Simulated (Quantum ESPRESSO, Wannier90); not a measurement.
**K2S (anti-fluorite): Wannier90 run**

```xyz
3
Lattice="0.0000 3.7069 3.7069 3.7069 0.0000 3.7069 3.7069 3.7069 0.0000" Properties=species:S:1:pos:R:3 pbc="T T T"
K     -1.8535    -1.8535    -1.8535
K      1.8535     1.8535     1.8535
S      0.0000     0.0000     0.0000
```

Cell from Materials Project (mp-1022), symmetrised, no further relaxation. COD (Crystallography Open Database) has the formula in 2 space groups, this one among them (matched by group alone). Computed values, not measurements, from LDA: Quantum ESPRESSO (norm-conserving PseudoDojo potentials, cutoff 58 Ry, no spin polarisation, no spin-orbit coupling) on a Γ-centred 8×8×8 mesh, then Wannier90. Density: 8×8×8 mesh, cold smearing 0.01 Ry.

Bands 9-12 form an isolated set from -9.57 to 0.00 eV relative to the valence-band maximum (on the path) and are turned into 4 Wannier functions by minimising the spread from the start: sp3 on S.

Centres (Cartesian, Å; one of the equivalent choices) and spreads:

```json
[
 {"n": "1", "x": "0.301", "y": "0.301", "z": "0.301", "spread (Å²)": "1.906", "nearest atom": "S3"},
 {"n": "2", "x": "0.301", "y": "-0.301", "z": "-0.301", "spread (Å²)": "1.906", "nearest atom": "S3"},
 {"n": "3", "x": "-0.301", "y": "0.301", "z": "-0.301", "spread (Å²)": "1.906", "nearest atom": "S3"},
 {"n": "4", "x": "-0.301", "y": "-0.301", "z": "0.301", "spread (Å²)": "1.906", "nearest atom": "S3"}
]
```

Ω_I = 6.52 Å², Ω_total = 7.62 Å²; the interpolated bands follow pw.x to 0.1 meV rms on the path. It is the lowest total spread that any start reached here.
